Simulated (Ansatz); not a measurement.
The relaxed structure here is a generated cell of InP: the first start was made by placing the elements on the sites of a structure type, and the end was not matched to a known phase here, so it may be hypothetical. Known forms of InP include space group No. 216.

One stationary structure of InP. Space group P6₂22 (No. 180). Calculation: PBE (plane waves to 420 eV, PAW, scalar-relativistic; Ansatz, a program for electronic structure).

```xyz
6
Lattice="4.1803 0.0000 0.0000 -2.0901 3.6202 0.0000 0.0000 0.0000 9.3957" Properties=species:S:1:pos:R:3 pbc="T T T"
In     2.0901     0.0000     4.6979
In    -1.0451     1.8101     1.5660
In     1.0451     1.8101     7.8298
P      2.0901     0.0000     0.0000
P     -1.0451     1.8101     6.2638
P      1.0451     1.8101     3.1319
```

```yaml
volume_per_atom: 23.70 Å³
band_gap: zero, with touching bands (no spin-orbit coupling)
shortest_distances: In–P 2.61 Å
k-mesh: 9×9×4
```

Band energies at high-symmetry points (eV from the Fermi level; labels of this space group; no spin-orbit coupling), from −5 eV up to 2.2 eV:

```tsv
point	energies
Γ	-4.88 -4.88 -2.30 -0.87 -0.87 -0.55 -0.55 -0.37 -0.25 -0.04 1.95 1.95
M	-4.34 -3.60 -2.52 -2.01 -1.61 -1.41 -1.26 0.98 1.11 2.04
K	-4.84 -4.43 -2.93 -2.93 -2.00 -1.41 -1.41 0.52
A	-2.48 -2.48 -1.89 -1.89 -0.54 -0.47 -0.47 -0.19 1.56 1.56 1.87
L	-4.30 -3.42 -2.91 -1.85 -1.84 -1.66 -1.45 0.99 1.74
H	-3.40 -3.40 -3.13 -3.13 -1.75 -1.09
```

No spin polarisation in the result. The gap comes from the SCF mesh and the high-symmetry points alone.

The run could not lose the symmetry of its start: the end is stationary, and may be a saddle point rather than a minimum.
